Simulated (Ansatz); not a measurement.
## IrRh2: relaxed-ion elastic tensor

These are results of DFT PBE, scalar-relativistic, plane waves, PAW in Ansatz 0.2.0, not measurements. Settings: 420 eV plane-wave cutoff, Γ-centred 18×18×4 mesh, Fermi-Dirac smearing of 0.15 eV. No spin polarisation.

Equilibrium structure at this level:
```xyz
6
Lattice="2.7358 0.0000 0.0000 -1.3679 2.3693 0.0000 0.0000 0.0000 13.2326" Properties=species:S:1:pos:R:3 pbc="T T T"
Ir    0.0000    1.5795    3.3082
Ir    1.3679    0.7898    9.9245
Rh    0.0000    1.5795   12.1226
Rh    0.0000    1.5795    7.7263
Rh    1.3679    0.7898    1.1100
Rh    1.3679    0.7898    5.5063
```

It was reached by relaxing an invented guess, and it needn't be the stable form of this composition. In a metal, frequencies and elastic constants depend on the k mesh and the smearing, soft modes and shear constants most. Spin–orbit coupling is left out, which matters for heavy elements.

Task: Give the relaxed-ion elastic constants (GPa, Voigt order xx yy zz yz xz xy, on the Cartesian axes of the cell above).

Result:
C11 = 471.0, C12 = 170.5, C13 = 187.6, C22 = 471.0, C23 = 187.6, C33 = 467.8, C44 = 76.3, C55 = 76.3, C66 = 150.3 GPa; the others vanish.

Task: Is the crystal stable against homogeneous strain?

Result: Yes: the least eigenvalue of the tensor is 76.3 GPa.

Task: And the moduli of a polycrystal (Hill averages)?

Result: B = 278 GPa, G = 113 GPa, E = 297 GPa, ν = 0.32.
